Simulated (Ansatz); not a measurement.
Tl (diamond, Fd-3m) at seven volumes, PBE (plane waves, PAW; program Ansatz), scaled uniformly. One row is withheld.

| V (Å³/atom) | P (GPa) |
|---|---|
| 41.016 | 1.70 |
| 42.369 | ? |
| 43.721 | 0.46 |
| 45.073 | 0.00 |
| 46.425 | -0.38 |
| 47.777 | -0.70 |
| 49.129 | -0.97 |

Problem. Fit the shown pressures and predict the withheld one.

Solution. P = (3/2)B₀(x^(7/2) − x^(5/2))[1 + (3/4)(B′ − 4)(x − 1)] with x = (V₀/V)^(2/3). Least squares on the six rows gives V₀ = 45.074 Å³/atom, B₀ = 14.1 GPa, B′ = 5.24. At V = 42.369, x = 1.0421 and P = 1.03 GPa. The run itself gave 1.02 GPa.

The start of the workflow was typed in or built on a structure type; neither database checked (COD, Materials Project) lists it. It is not the phase usual at ambient conditions (space group No. 194). The PBE relaxation kept the symmetry of its start; whether a distortion lowers the energy is not shown. Spin–orbit coupling is left out wherever it is not named.

Potentials: the later of the program's two PAW sets.
